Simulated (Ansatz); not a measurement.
Data:

Relaxed CsPbCl₃ (cubic perovskite):

```yaml
crystal:
  lattice:
    - [5.61855, 0.00000, 0.00000]
    - [0.00000, 5.61855, 0.00000]
    - [0.00000, 0.00000, 5.61855]
  atoms:
    - { symbol: Cs, position: [0.00000, 0.00000, 0.00000] }
    - { symbol: Pb, position: [0.50000, 0.50000, 0.50000] }
    - { symbol: Cl, position: [0.00000, 0.50000, 0.50000] }
    - { symbol: Cl, position: [0.50000, 0.50000, 0.00000] }
    - { symbol: Cl, position: [0.50000, 0.00000, 0.50000] }
```

In each cell atom 2 (Pb, nearest neighbour Cl at 2.809 Å; its periodic images, 5.6 Å or more away, move with it) moves by s·(0.000, 0.000, 1.000) (along Cartesian z), the rest being held.

Computed with PBEsol (plane waves to 420 eV, PAW, scalar-relativistic; Ansatz, a program for electronic structure). k mesh 5×5×5 (Γ-centred), Fermi-Dirac smearing 0.05 eV. E stands for the smeared free energy. CsPbCl3 was relaxed with its symmetry unable to fall. Spin-orbit coupling is left out, though Pb is heavy. This is a high-temperature form of CsPbCl3. The zero of ΔE is the undisplaced structure.

The scan covers s from -0.560 to 0.560 Å in 11 points.

**Question.** Is the energy the same for equal positive and negative displacements?

**Answer.** Even: the same for both signs. With its periodic images moving along, the atom's site symmetry in this cell is m-3m.

**Question.** What is the energy change at s = 0.560 Å?

**Answer.** 917 meV/cell.

**Question.** What force acts on the atom along the line at s = -0.560 Å?

**Answer.** 5.22 eV/Å.

**Question.** What is the force constant k = d²E/ds² of this move at s = 0?

**Answer.** 2.51 eV/Å².

(A displaced cell: forces are minus the slopes of the energy, force constants its curvatures, and phonons follow from these.)
